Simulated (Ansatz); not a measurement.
Profile along the Sn–I line in CsSnI3 (cubic perovskite)

CsSnI3 (cubic perovskite)

```cif
data_CsI3Sn
_chemical_formula_sum 'Cs1 Sn1 I3'
_space_group_name_H-M_alt 'P 1'
_space_group_IT_number 1
_cell_length_a 6.27175
_cell_length_b 6.27175
_cell_length_c 6.27175
_cell_angle_alpha 90.000
_cell_angle_beta 90.000
_cell_angle_gamma 90.000
loop_
_space_group_symop_operation_xyz
  'x, y, z'
loop_
_atom_site_label
_atom_site_type_symbol
_atom_site_fract_x
_atom_site_fract_y
_atom_site_fract_z
_atom_site_occupancy
Cs1 Cs 0.00000 0.00000 0.00000 1
Sn1 Sn 0.50000 0.50000 0.50000 1
I1 I 0.00000 0.50000 0.50000 1
I2 I 0.50000 0.50000 0.00000 1
I3 I 0.50000 0.00000 0.50000 1
```

Fields along a shortest Sn–I line of a {100} plane (3.14 Å), from Sn to I, interpolated on the slice's grid (step about 0.2 Å). Calculation: PBE (plane waves to 420 eV, PAW, scalar-relativistic; Ansatz, a first-principles code). k mesh 6×6×6. Inside the PAW spheres the values are not all-electron values, and peaks at nuclei hang on which shells count as valence. CsSnI3 was relaxed with its symmetry unable to fall. Spin-orbit coupling is left out, though I is heavy. This is a high-temperature form of CsSnI3.

```json
[
 {"distance from Sn (Å)": "0.00", "valence electron density (e/Å³)": "16.44", "electron localisation function": "x"},
 {"distance from Sn (Å)": "0.31", "valence electron density (e/Å³)": "10.28", "electron localisation function": "x"},
 {"distance from Sn (Å)": "0.63", "valence electron density (e/Å³)": "2.94", "electron localisation function": "0.20"},
 {"distance from Sn (Å)": "0.94", "valence electron density (e/Å³)": "0.65", "electron localisation function": "0.35"},
 {"distance from Sn (Å)": "1.26", "valence electron density (e/Å³)": "0.25", "electron localisation function": "0.31"},
 {"distance from Sn (Å)": "1.57", "valence electron density (e/Å³)": "0.22", "electron localisation function": "0.41"},
 {"distance from Sn (Å)": "1.88", "valence electron density (e/Å³)": "0.37", "electron localisation function": "0.65"},
 {"distance from Sn (Å)": "2.20", "valence electron density (e/Å³)": "0.77", "electron localisation function": "0.61"},
 {"distance from Sn (Å)": "2.51", "valence electron density (e/Å³)": "3.08", "electron localisation function": "0.47"},
 {"distance from Sn (Å)": "2.83", "valence electron density (e/Å³)": "13.93", "electron localisation function": "x"},
 {"distance from Sn (Å)": "3.14", "valence electron density (e/Å³)": "19.08", "electron localisation function": "x"}
]
```

x: too close to a nucleus for the ELF to mean much.

Density on the Sn–I line (3.14 Å) at its density minimum, 1.5 Å from Sn: 0.21 e/Å³. ELF at that point: 0.4. ELF maximum in the middle third of the Sn–I line: 0.65, 2.0 Å from Sn.
